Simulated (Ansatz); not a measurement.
Si$_{2}$Ni (fluorite or antifluorite type, space group No. 225) at seven volumes, PBE in the plane-wave PAW code Ansatz, scaled uniformly. One row is withheld.

```json
[
 {"V (Å³/atom)": "12.239", "P (GPa)": "16.91"},
 {"V (Å³/atom)": "12.643", "P (GPa)": "?"},
 {"V (Å³/atom)": "13.046", "P (GPa)": "4.64"},
 {"V (Å³/atom)": "13.450", "P (GPa)": "0.00"},
 {"V (Å³/atom)": "13.853", "P (GPa)": "-3.95"},
 {"V (Å³/atom)": "14.257", "P (GPa)": "-7.24"},
 {"V (Å³/atom)": "14.660", "P (GPa)": "-10.01"}
]
```

**Question.** Fit the shown pressures and predict the withheld one.

**Answer.** P = (3/2)B₀(x^(7/2) − x^(5/2))[1 + (3/4)(B′ − 4)(x − 1)] with x = (V₀/V)^(2/3). Least squares on the six rows gives V₀ = 13.448 Å³/atom, B₀ = 143 GPa, B′ = 4.84. At V = 12.643, x = 1.0420 and P = 10.25 GPa. The run itself gave 10.21 GPa.

Space group Fm-3m (fluorite or antifluorite type). Symmetry was held in the PBE relaxation. No spin polarisation was allowed.

Potentials: the earlier of the program's two PAW sets.
